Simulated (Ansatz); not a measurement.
**What DFT gives for CdGa$_{4}$Au$_{2}$**

```
Cd Au Ga
1.0
     0.00000    5.36409    0.00000
     5.36409    0.00000    0.00000
     2.68205    2.68205   -5.19858
Cd Au Ga
1 2 4
Direct
  0.00000 0.00000 0.00000
  0.75000 0.25000 0.50000
  0.50000 0.50000 0.00000
  0.39500 0.40500 0.73000
  0.59500 0.12500 0.27000
  0.87500 0.86500 0.73000
  0.13500 0.60500 0.27000
```

Level: PBE, no spin polarisation; 420 eV; 7×7×7 Γ-centred mesh; fermi-dirac occupations (width 0.1 eV); Ansatz 0.2.0, fixed geometry.

Task: Is there a gap?

Result: It is a metal, with about 2.2 states/eV a cell as the mean within 0.25 eV of the Fermi level, mostly Ga p (70 %) and Ga s (13 %).

Task: What do density and ELF say about some of the short contacts?

Result: Au–Ga at 2.27 Å: least valence density 0.66 e/Å³ and ELF 0.35 there. Cd–Ga at 2.45 Å: least valence density 0.41 e/Å³ and ELF 0.33 there. Both are smooth PAW fields, read partly inside the augmentation spheres.

Task: How is the charge shared?

Result: Bader charges in e: Cd -0.08, Ga +0.45, Au -0.86. In the mean Ga gives up most and Au takes most.

Task: What does the stress say?

Result: The pressure is 24.5 GPa (compression positive), so with the atoms held at these fractions the cell would first expand; the forces are large, so a full relaxation may end otherwise.

Task: Is it stable against the elements?

Result: 0.68 eV an atom against the elements' usual phases (free molecules for gases, crystals otherwise, with no correction for O₂ or N₂), so at this geometry it isn't bound against them. Relaxing would lower it.

Task: Which atom feels the largest force, and which way?

Result: The largest is on Ga4 (and as large on other atoms): 3.21 eV/Å, components (1.27, -2.62, 1.35). It makes 121° with the line to a nearest neighbour, Au3 at 2.27 Å.

Origin: a known structure type with other elements, at an estimated volume, so it need not be a known compound. Caveats: atoms or cell far from equilibrium.
